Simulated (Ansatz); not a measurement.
CrO₂

Computed with Ansatz (plane waves, PAW, 500 eV cutoff): r²SCAN, scalar-relativistic, collinear spin, 6×6×10 k-mesh, Gaussian smearing of 0.05 eV. The datasets are Ansatz's generated set soft_2.

```
CELL_PARAMETERS angstrom
4.40308 0.00000 0.00000
0.00000 4.40308 0.00000
0.00000 0.00000 2.91285
ATOMIC_POSITIONS crystal
Cr 0.00000 0.00000 0.00000
Cr 0.50000 0.50000 0.50000
O 0.30275 0.30275 0.00000
O 0.19725 0.80275 0.50000
O 0.69725 0.69725 0.00000
O 0.80275 0.19725 0.50000
```

The chain of runs began from a cell as deposited in COD, expanded in volume.

Magnetic state: ferromagnetic, site spin moments Cr 1.83; O -0.11 μB.

The run above is the reference. The same cell was run again with other input settings; several of them aren't fit for production, so the rows show the settings' effect and aren't properties of the material.

```tsv
keys changed	outcome	ΔE (meV/atom)	P (GPa)	gap on the mesh (eV)	cell moment (μB)	largest force component (eV/Å)	SCF iterations	rough core-seconds	new warnings
none (reference)	converged	0.0	0.0	metal	4.00	0.000	–	–	–
hamiltonian.pseudopotentials: {"kind": "nc"}; basis.ecutwfc: 500 → "44.1 Ry"	converged	–	-1.4	metal	4.00	0.115	15	120	cutoff below recommended
scf.mixing.algorithm: "msr1"; scf.mixing.beta: 0.1; scf.mixing.ndim: 16; kpoints.mp_grid.shift: [0.5, 0.5, 0.5]	converged	0.3	0.0	metal	4.00	0.009	12	50	–
scf.occupations.method: "gaussian" → "cold"; scf.occupations.width: 0.05 → 0.005; accuracy: "medium"; scf.eigensolver.kind: "davidson"; basis.precision: "f64"	converged	0.0	0.0	metal	4.00	0.001	16	130	–
basis.ecutwfc: 500 → "18.4 Ry"; basis.xc_grid: 2	converged	1619.1	-8.7	metal	4.00	0.101	17	40	cutoff below recommended
hamiltonian.xc: "r2scan" → "revpbe"	converged	–	9.5	metal	4.00	0.027	12	40	–
scf.eigensolver.kind: "davidson"	converged	0.0	0.0	metal	4.00	0.000	18	150	–
scf.eigensolver.kind: "davidson"; basis.precision: "f64"	converged	0.0	0.0	metal	4.00	0.000	18	150	–
```

ΔE is the energy with the smearing extrapolated to zero. It is left out where the change alters the Hamiltonian or the spin treatment. The varied runs start from atomic densities (corrected by the program's trained start where that serves), with the default search for lower states unless a row changes it, while the reference went on from a saved state, so a magnet may end in another state whatever the setting.

**Question.** What happens with these changes: kpoints.mp_grid.grid: [6, 6, 10] → [3, 3, 5]; kpoints.mp_grid.shift: [0.5, 0.5, 0.5]?

**Answer.** outcome converged, ΔE (meV/atom) 1.6, P (GPa) -0.1, gap on the mesh (eV) metal, cell moment (μB) 4.00, largest force component (eV/Å) 0.058, SCF iterations 17, rough core-seconds 25.

Other pseudopotential files need their own cutoff; where it is too low, pressure and moments show the cutoff and not the files.

1 further run (cut off, refused for memory, with changed atoms or starts, or in doubt) is left out.

Of the reference: The run wasn't fully tested for a lower electronic state. Site moments are of spin, integrated over atomic spheres. Compounds of this kind are often insulators, Mott or charge-transfer ones with an open 3d shell, so the metal found may come from the functional, which lacks a U or exact exchange, or from the structure.
